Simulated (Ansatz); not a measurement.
This run works on a generated trial structure, not on a known crystal.

Input and command of a plane-wave DFT calculation in Ansatz:

```yaml
crystal:
  lattice:
    - [1.89249261, 1.09263112, 11.81884104]
    - [-1.89249261, 1.09263112, 11.81884104]
    - [0.0, -2.18526223, 11.81884104]
  atoms:
    - { symbol: Si, position: [0.1445, 0.1445, 0.1445] }
    - { symbol: Si, position: [0.8555, 0.8555, 0.8555] }
    - { symbol: Si, position: [0.287, 0.287, 0.287] }
    - { symbol: Si, position: [0.713, 0.713, 0.713] }
    - { symbol: Se, position: [0.417, 0.417, 0.417] }
    - { symbol: Se, position: [0.583, 0.583, 0.583] }
    - { symbol: Se, position: [0.0, 0.0, 0.0] }
basis:
  ecutwfc: 420
kpoints:
  mp_grid: { grid: [5, 5, 5] }
hamiltonian:
  xc: pbe
scf:
  occupations: { method: gaussian, width: 0.2 }
  lower_state_search: "off"
output:
  forces: true
  stress: true
  eigenvalues: true
relax:
  adjacent_minimum: "off"
  f_tol: 0.08
  max_steps: 16
  cell: { stress_tol: 0.8 }
```

```bash
ansatz run input.yaml --threads 1 --pin off --max-ram 2560MiB --backend cpu --events-out ev --progress --plain --runs-dir out
```

Processor: Intel(R) Xeon(R) Processor @ 2.50GHz (Skylake/Cascade Lake), 1 thread, on a host shared with other jobs.

Problem. Estimate time, memory and problem size.

Solution. About 95 s, peak memory 0.46 GiB. It solves 39 bands at 19 k points (after reduction by symmetry) with about 2981 plane waves (on the last cell), in 53 SCF iterations over 7 ionic steps.
